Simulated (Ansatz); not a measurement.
RbLuSe$_{2}$:
```cif
data_LuRbSe2
_chemical_formula_sum 'Se2 Lu1 Rb1'
_space_group_name_H-M_alt 'P 1'
_space_group_IT_number 1
_cell_length_a 8.28562
_cell_length_b 8.28562
_cell_length_c 8.28562
_cell_angle_alpha 28.933
_cell_angle_beta 28.933
_cell_angle_gamma 28.933
loop_
_space_group_symop_operation_xyz
  'x, y, z'
loop_
_atom_site_label
_atom_site_type_symbol
_atom_site_fract_x
_atom_site_fract_y
_atom_site_fract_z
_atom_site_occupancy
Se1 Se 0.23089 0.23089 0.23089 1
Se2 Se 0.76911 0.76911 0.76911 1
Lu1 Lu 0.50000 0.50000 0.50000 1
Rb1 Rb 0.00000 0.00000 0.00000 1
```

Relaxed with r²SCAN.

Task: Which orbitals make up the states near the band edges in r²SCAN in the plane-wave PAW code Ansatz?

Result: Top 1 eV of the valence band: Se 4p 91 %. Bottom 1 eV of the conduction band: Lu 5d 71 %, Se 4p 8 %, Rb 5s 6 %, outside the projected shells 10 %. Projections are on Löwdin-orthogonalised atomic valence shells; empty p or d shells of many metals are not among them.

Task: Tabulate the density of states.

Result: States/eV per cell of 4 atoms, in 0.25 eV bins, energy from the valence-band maximum.

```csv
E (eV),total,Lu 4f,Se 4p,Lu 5d
-7.85,0.00,0.00,0.00,0.00
-7.60,0.00,0.00,0.00,0.00
-7.35,0.00,0.00,0.00,0.00
-7.10,0.00,0.00,0.00,0.00
-6.85,0.00,0.00,0.00,0.00
-6.60,0.00,0.00,0.00,0.00
-6.35,0.00,0.00,0.00,0.00
-6.10,0.00,0.00,0.00,0.00
-5.85,0.00,0.00,0.00,0.00
-5.60,0.00,0.00,0.00,0.00
-5.35,0.00,0.00,0.00,0.00
-5.10,0.00,0.00,0.00,0.00
-4.85,0.00,0.00,0.00,0.00
-4.60,0.00,0.00,0.00,0.00
-4.35,26.62,26.28,0.27,0.01
-4.10,29.38,29.32,0.04,0.01
-3.85,0.00,0.00,0.00,0.00
-3.60,0.45,0.00,0.29,0.07
-3.35,1.90,0.03,1.26,0.27
-3.10,3.41,0.06,2.35,0.37
-2.85,2.25,0.03,1.58,0.24
-2.60,3.93,0.01,3.21,0.43
-2.35,3.28,0.01,2.63,0.46
-2.10,1.42,0.01,1.09,0.25
-1.85,3.93,0.03,3.06,0.64
-1.60,9.85,0.04,7.54,2.01
-1.35,3.93,0.02,3.30,0.43
-1.10,4.72,0.04,4.21,0.28
-0.85,3.78,0.03,3.38,0.20
-0.60,3.07,0.03,2.80,0.11
-0.35,1.68,0.02,1.55,0.06
-0.10,0.40,0.00,0.38,0.01
0.15,0.00,0.00,0.00,0.00
0.40,0.00,0.00,0.00,0.00
0.65,0.00,0.00,0.00,0.00
0.90,0.00,0.00,0.00,0.00
1.15,0.00,0.00,0.00,0.00
1.40,0.00,0.00,0.00,0.00
1.65,0.00,0.00,0.00,0.00
1.90,0.00,0.00,0.00,0.00
2.15,0.00,0.00,0.00,0.00
2.40,0.15,0.00,0.01,0.11
2.65,0.79,0.00,0.06,0.56
2.90,1.40,0.00,0.11,1.01
3.15,1.66,0.00,0.13,1.19
3.40,2.52,0.00,0.18,1.70
3.65,1.74,0.00,0.11,1.29
3.90,2.19,0.00,0.13,1.51
4.15,1.97,0.00,0.16,1.21
4.40,2.70,0.00,0.25,1.56
4.65,4.29,0.00,0.31,2.21
4.90,4.64,0.00,0.28,2.74
5.15,5.39,0.00,0.27,3.07
5.40,3.21,0.00,0.15,1.45
5.65,3.29,0.00,0.24,1.08
5.90,5.37,0.00,0.57,2.16
6.15,3.96,0.00,0.46,1.26
```

Space group R-3m. The workflow started from an entry of the Crystallography Open Database (COD, 153 K). Whether it is the stable phase at ambient conditions was not checked. The cell was relaxed with r²SCAN under the symmetry of its start; its stability against distortions is not shown here. Scalar-relativistic: spin–orbit coupling is off unless named, which matters more the heavier the elements.

Potentials: the later of the program's two PAW sets.
